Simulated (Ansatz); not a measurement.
ScAl$_{3}$ (Cu3Au type)

```
CELL_PARAMETERS angstrom
      4.10550     0.00000     0.00000
      0.00000     4.10550     0.00000
      0.00000     0.00000     4.10550
ATOMIC_POSITIONS crystal
  Al 0.00000 0.50000 0.50000
  Al 0.50000 0.50000 0.00000
  Al 0.50000 0.00000 0.50000
  Sc 0.00000 0.00000 0.00000
```

The slice is a {210} plane (indices of the conventional cell) through the point (0.500, 0.500, 0.000) (fractional), spanned by u = [100] and v = [021] in vectors of this cell: u (4.11 Å) and v (9.18 Å, at 90° to u). It covers one period; positions are fractions (u, v).

Level of theory: PBE (plane waves to 420 eV, PAW, scalar-relativistic; Ansatz, a program for electronic structure). k mesh 11×11×11. These are valence fields of a PAW run, semicore shells included where kept as valence: close to a nucleus they are smooth pseudo fields. ScAl3 is run without spin polarisation. ScAl3 was relaxed with its symmetry unable to fall.

Q: Sketch the valence electron density on this plane as a map.

A: 
```
|  ..++**++==----==++**++..|
|==++**++====----====++**++|
|****++++============++++**|
|++++++====**####**====++++|
|++++====++##@@@@##++====++|
|++++++==++##@@@@##++==++++|
|**++++++==++####++==++++++|
|****++++============++++**|
|******++============++****|
|++++++++++++++++++++++++++|
|====++++++********++++++==|
|----==++**++====++**++==--|
|::::--++++--....--++++--::|
|..::--====..    ..====--::|
|::::--++++--....--++++--::|
|----==++**++====++**++==--|
|====++++++********++++++==|
|++++++++++++++++++++++++++|
|******++============++****|
|****++++============++++**|
|**++++++==++####++==++++++|
|++++++==++##@@@@##++==++++|
|++++====++##@@@@##++====++|
|++++++====**####**====++++|
|****++++============++++**|
|==++**++====----====++**++|
|  ..++**++==----==++**++..|
|    ==**++==----==++**==  |
```
Scale: ten equal steps from -1.21 (start of ' ') to -0.32 (end of '@'), in the order ' .:-=+*#%@'. Values: log₁₀ of the valence density in e/Å³. The map has 13 points along u (two characters each, u = 0 at the left) and 28 along v (v = 0 in the bottom row). The scale is logarithmic, as a density can span decades between atoms and voids.
